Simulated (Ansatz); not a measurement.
Mo5As4 in space group I4/m (No. 87; Mo on 8h, Mo on 2a, As on 8h), the program Ansatz at the PBE level (PAW), all energies at zero smearing, with the estimated change up to a 700 eV cutoff added, with one set of potentials and settings (totals compare only within such a set). Cell of 9 atoms (5 Mo, 4 As): -44207.418 eV.

| element | reference phase | E (eV/atom) |
|---|---|---|
| Mo | Im-3m, 1 atoms in the cell | -4956.0557 |
| As | R-3m, 2 atoms in the cell | -4856.1443 |

Formation energy per atom, worked out: (-44207.418 − 5×(-4956.0557) − 4×(-4856.1443))/9 = -0.285 eV/atom (-27 kJ per mol of atoms), at 0 K, without zero-point energy or fitted corrections.

The first step of the workflow began from a Materials Project structure, measured or hypothetical; the Crystallography Open Database copy checked does not list it. Its standing as an ambient phase is unchecked. The PBE relaxation kept the symmetry of its start; whether a distortion lowers the energy is not shown. No spin polarisation was allowed. The references are the lowest solids computed at this level, not always the standard phases.

Potentials: the earlier of the program's two PAW sets.
